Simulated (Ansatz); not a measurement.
WO$_{3}$ in space group Pmma (No. 51; W on 2e, O on 2f, O on 2e, O on 2a), plane-wave PAW PBEsol (Ansatz code). The conduction-band minimum lies at Γ, with 1 equivalent valley. Second derivatives d²E/dk² of the lowest band at one valley (eV·Å²), along Cartesian directions:

```tsv
direction	d²E/dk²
[100]	47.31
[010]	47.83
[001]	0.2752
[110]	47.55
[101]	23.82
[011]	24.08
```

Q: Find the principal effective masses, the density-of-states mass and the conductivity mass.

A: Off-diagonal terms follow from H_xy = H[110] − (H_xx + H_yy)/2, and m*/mₑ = 7.620 eV·Å² over each eigenvalue: 0.16, 0.16, 28. One valley's DOS mass (m₁m₂m₃)^(1/3) = 0.89, conductivity mass 3/(Σ 1/mᵢ) = 0.24 mₑ.

Q: What effective density of states Nc follows at 300 K for parabolic valleys?

A: Nc = 2.509e19 × 1 × (0.89)^(3/2) ≈ 2.1e19 cm⁻³.

The first step of the workflow began from a Materials Project structure, measured or hypothetical; the Crystallography Open Database copy checked does not list it. COD files the formula under space group No. 2, 14, 62, 129, 130, 191, so this cell is another polymorph or a model. Whether it is the stable phase at ambient conditions was not checked. The PBEsol relaxation kept the symmetry of its start. At this level the phase is dynamically unstable (imaginary phonons). No spin polarisation was allowed. No Hubbard U is applied. Scalar-relativistic: spin–orbit coupling is off unless named, which matters more the heavier the elements.

Potentials: the later of the program's two PAW sets.

Edges and masses are those of Kohn–Sham bands, whose gap is no quasiparticle gap.
